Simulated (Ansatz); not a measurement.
# TiC: pressure against volume, fitted

```
CELL_PARAMETERS angstrom
0.00000 2.16400 2.16400
2.16400 0.00000 2.16400
2.16400 2.16400 0.00000
ATOMIC_POSITIONS crystal
Ti 0.00000 0.00000 0.00000
C 0.50000 0.50000 0.50000
```

Atom numbers follow the list: Ti1, C2.

The cell comes from COD entry 9012564, which wasn't checked; take it as a given geometry.

The calculation used DFT, PBEsol, all-electron LAPW, scalar-relativistic in Ansatz 0.2.0.

Numerical set-up: a Γ-centred 16×16×16 k mesh, Fermi–Dirac smearing of 0.03 eV, basis error target 1 meV/atom, no spin polarisation.

The cell is scaled evenly. Fractional coordinates are held (clamped ions).

```tsv
V (Å³/atom)	P (GPa)
9.531	10.67
9.728	4.57
9.830	1.66
9.931	-1.09
10.032	-3.71
10.134	-6.20
10.235	-8.56
10.336	-10.80
10.438	-12.94
10.539	-14.96
10.742	-18.71
```

**Question.** Fit a third-order Birch–Murnaghan curve to the pressures.

**Answer.** P = (3B0/2)(y^(7/2) − y^(5/2))[1 + (3/4)(B0′ − 4)(y − 1)] with y = (V0/V)^(2/3) fits within 0.01 GPa for V0 = 9.890 Å³/atom, B0 = 267.6 GPa and B0′ = 4.03.

**Question.** Predict the pressure at the withheld volume, 9.526 Å³/atom.

**Answer.** There y = 1.0254, so the fit gives 10.84 GPa; the run gave 10.83 GPa.
